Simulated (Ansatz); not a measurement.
AgW:
```cif
data_Ag4W4
_chemical_formula_sum 'Ag4 W4'
_space_group_name_H-M_alt 'Fm-3m'
_space_group_IT_number 225
_space_group_name_Hall '-F 4 2 3'
_cell_length_a 5.26664
_cell_length_b 5.26664
_cell_length_c 5.26664
_cell_angle_alpha 90.000
_cell_angle_beta 90.000
_cell_angle_gamma 90.000
loop_
_atom_site_label
_atom_site_type_symbol
_atom_site_symmetry_multiplicity
_atom_site_Wyckoff_symbol
_atom_site_fract_x
_atom_site_fract_y
_atom_site_fract_z
_atom_site_occupancy
Ag1 Ag 4 a 0.00000 0.00000 0.00000 1
W1 W 4 b 0.50000 0.50000 0.50000 1
```
(The calculation used a cell of 2 atoms; values per cell refer to that cell.)

Relaxed with PBEsol in the plane-wave PAW code Ansatz. Indices refer to the conventional cell of Fm-3m, a = b = c = 5.267 Å, α = β = γ = 90.00°.

Question: Simulate the powder diffraction pattern (Cu Kα, λ = 1.54184 Å; lines above 1 %) up to 2θ = 90°.

Answer: Simulated powder pattern, Cu Kα, λ = 1.54184 Å (kinematic, ideal powder, no thermal factors, no anomalous dispersion; the 30 strongest lines at most, above 1 %, up to 2θ = 90°):

| 2θ (°) | d (Å) | I/Imax (%) | hkl |
|---|---|---|---|
| 29.37 | 3.041 | 11 | (111) |
| 34.05 | 2.633 | 100 | (200) |
| 48.92 | 1.862 | 72 | (220) |
| 58.09 | 1.588 | 6.1 | (311) |
| 60.94 | 1.520 | 25 | (222) |
| 71.68 | 1.317 | 12 | (400) |
| 79.29 | 1.208 | 2.8 | (331) |
| 81.78 | 1.178 | 33 | (420) |

The start of the workflow was typed in or built on a structure type; neither database checked (COD, Materials Project) lists it. Its standing as an ambient phase is unchecked. The PBEsol relaxation kept the symmetry of its start. At this level the phase is mechanically unstable. No spin polarisation was allowed. Its formation energy is positive at this level, so the cell may be metastable or incomplete. Scalar-relativistic: spin–orbit coupling is off unless named, which matters more the heavier the elements.

Potentials: the earlier of the program's two PAW sets.
